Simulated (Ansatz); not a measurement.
Polymorphs of Al, each relaxed with DFT-r²SCAN in the program Ansatz with PAW potentials:

A: simple cubic (Pm-3m)
a = 2.707 Å, b = 2.707 Å, c = 2.707 Å, α = 90.00°, β = 90.00°, γ = 90.00°

```json
[
 {"atom": "Al", "site": "1a", "symmetry": "m-3m", "x": "0.0000", "y": "0.0000", "z": "0.0000"}
]
```

B: Fd-3m
a = 7.375 Å, b = 7.375 Å, c = 7.375 Å, α = 90.00°, β = 90.00°, γ = 90.00°

| atom | site | symmetry | x | y | z |
|---|---|---|---|---|---|
| Al | 8a | -43m | 0.0000 | 0.0000 | 0.0000 |
| Al | 16d | .-3m | 0.6250 | 0.6250 | 0.6250 |

C: fcc (Cu type) (Fm-3m)
a = 3.9907 Å, b = 3.9907 Å, c = 3.9907 Å, α = 90.00°, β = 90.00°, γ = 90.00°

| atom | site | symmetry | x | y | z |
|---|---|---|---|---|---|
| Al | 4a | m-3m | 0.0000 | 0.0000 | 0.0000 |

Q: Order them by energy per atom at 0 K (lowest first) at the level r²SCAN.

A: C (+0 meV/atom), B (+180 meV/atom), A (+451 meV/atom)

Typed or built starts, not in the databases checked: A; B. Not the usual ambient phase: A; B. Unstable at this level: A. All cells were relaxed under the symmetry of their starts (and spin orders); stability against distortions was not tested throughout.

Energies hold the estimated change up to a 700 eV cutoff; steps of a few meV lie near the error of the meshes.

Potentials: the earlier of the program's two PAW sets.
